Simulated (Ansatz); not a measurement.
Formation energies in the Al–Ti system, lowest calculated structure of each composition. Method: r2SCAN (plane waves to 500 eV, PAW, scalar-relativistic; Ansatz, a first-principles code). Element references, the lowest calculated here: Al (Fm-3m), Ti (P6/mmm, not the ambient form).

```csv
phase,x(Ti),space group,E_f (eV/atom),above hull (eV/atom)
Al,0.000,Fm-3m,0.00,0.00
TiAl3,0.250,I4/mmm,-0.43,0.00
TiAl2,0.333,Cmcm,-0.37,0.06
TiAl,0.500,P4/mmm,-0.44,0.00
Ti3Al,0.750,P6₃/mmc,-0.30,0.00
Ti,1.000,P6/mmm,0.00,0.00
```

For TiAl2 a lower structure may exist, so the energies are upper bounds and are not judged. On the hull: TiAl, TiAl3, Ti3Al.

This is the hull of the energies calculated here, no anion corrections; phases that were not calculated are missing from it. Values are rounded to 0.01 eV/atom. Not shown to be the ambient phase of their composition (a lower form may be missing, and a cell relaxed within its start's symmetry can be a saddle point): TiAl2 (Cmcm). The compounds carry no spin polarisation.
